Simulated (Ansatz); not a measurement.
Ge:
```yaml
crystal:
  lattice:
    - [5.92932, 0.00000, 0.00000]
    - [0.00000, 5.92932, 0.00000]
    - [0.00000, 0.00000, 6.95508]
  atoms:
    - { symbol: Ge, position: [0.08856, 0.08856, 0.00000] }
    - { symbol: Ge, position: [0.41144, 0.58856, 0.75000] }
    - { symbol: Ge, position: [0.91144, 0.91144, 0.50000] }
    - { symbol: Ge, position: [0.58856, 0.41144, 0.25000] }
    - { symbol: Ge, position: [0.17208, 0.36940, 0.25746] }
    - { symbol: Ge, position: [0.13060, 0.67208, 0.00746] }
    - { symbol: Ge, position: [0.82792, 0.63060, 0.75746] }
    - { symbol: Ge, position: [0.86940, 0.32792, 0.50746] }
    - { symbol: Ge, position: [0.67208, 0.13060, 0.99254] }
    - { symbol: Ge, position: [0.63060, 0.82792, 0.24254] }
    - { symbol: Ge, position: [0.32792, 0.86940, 0.49254] }
    - { symbol: Ge, position: [0.36940, 0.17208, 0.74254] }
```

Relaxed with PBEsol. Special points in fractions of this cell's reciprocal vectors: Γ (0.000, 0.000, 0.000); X (0.000, 0.500, 0.000); M (0.500, 0.500, 0.000); Z (0.000, 0.000, 0.500); R (0.000, 0.500, 0.500); A (0.500, 0.500, 0.500).

### Question
List the band energies nearest the valence-band maximum at these points for PBEsol with spin–orbit coupling (plane waves, PAW; program Ansatz).

### Answer
In eV from the valence-band maximum; about four levels below and three above (degenerate sets whole), none deeper than 8.9 eV; points with the same levels are listed once.

```json
[
 {"k": "Γ", "below": "-1.02 -1.02 -0.25 -0.25", "above": "1.36 1.36 1.59 1.59"},
 {"k": "X", "below": "-0.13 -0.13 -0.11 -0.11", "above": "1.13 1.13 1.14 1.14"},
 {"k": "M", "below": "-0.11 -0.11 -0.11 -0.11", "above": "1.11 1.11 1.11 1.11"},
 {"k": "Z", "below": "-0.78 -0.78 -0.77 -0.77", "above": "0.73 0.73 0.76 0.76"},
 {"k": "R", "below": "-0.56 -0.56 -0.56 -0.56", "above": "0.66 0.66 0.66 0.66"},
 {"k": "A", "below": "-1.05 -1.05 -1.04 -1.04", "above": "1.10 1.10 1.12 1.12"}
]
```

Space group P4_32_12. The workflow started from a Materials Project entry (that database holds measured and hypothetical structures alike); the Crystallography Open Database files this formula in space group No. 96, but the cells were not matched. It is not the phase usual at ambient conditions (space group No. 227). The cell was relaxed with PBEsol under the symmetry of its start; whether a distortion lowers the energy is not shown.

Potentials: the earlier of the program's two PAW sets. The files were generated under PBE; for other functionals the program regenerates the frozen cores, and for LDA and PBEsol the local potential too.
